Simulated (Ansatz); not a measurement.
Relaxed-ion elastic tensor of NbNO in space group I4_1md (No. 109; Nb on 4a, N on 4a, O on 4a) in GPa (Voigt order), the program Ansatz at the LDA level (PAW); density 5.34 g/cm³, 12.74 Å³ per atom.

```
 450   127   157   0.0   0.0   0.0
 127   450   157   0.0   0.0   0.0
 157   157   201   0.0   0.0   0.0
 0.0   0.0   0.0  39.1   0.0   0.0
 0.0   0.0   0.0   0.0  39.1   0.0
 0.0   0.0   0.0   0.0   0.0  58.7
```

Problem. Is the crystal mechanically stable?

Solution. Yes: the smallest eigenvalue of C is 39.1 GPa.

Problem. Work out the Voigt, Reuss and Hill averages.

Solution. K_V = 220, K_R = 190, K_H = 205; G_V = 71.4, G_R = 53.1, G_H = 62.3 GPa.

Problem. Give Young's modulus, Poisson's ratio, Pugh's ratio and the universal anisotropy index.

Solution. E = 9KG/(3K + G) = 170 GPa; ν = 0.36; K/G = 3.29 (ductile by the Pugh limit of 1.75); A_U = 5G_V/G_R + K_V/K_R − 6 = 1.89.

Problem. Estimate the sound speeds and the Debye temperature.

Solution. v_l = √((K + 4G/3)/ρ) = 7340 m/s, v_t = √(G/ρ) = 3410 m/s, mean 3850 m/s; Θ = (h/k)(3n/4πV)^(1/3) v_m = 490 K.

Problem. How much does each axis shrink under pressure?

Solution. Linear compressibilities β_i = Σ_j S_ij (j = 1 to 3): x 0.66, y 0.66, z 4.0 per TPa.

The first step of the workflow began from a Materials Project structure, measured or hypothetical; the Crystallography Open Database copy checked does not list it. COD files the formula under space group No. 14. Whether it is the stable phase at ambient conditions was not checked. The cell was relaxed with LDA under the symmetry of its start; whether a distortion lowers the energy is not shown. No spin polarisation was allowed.

Potentials: the later of the program's two PAW sets.
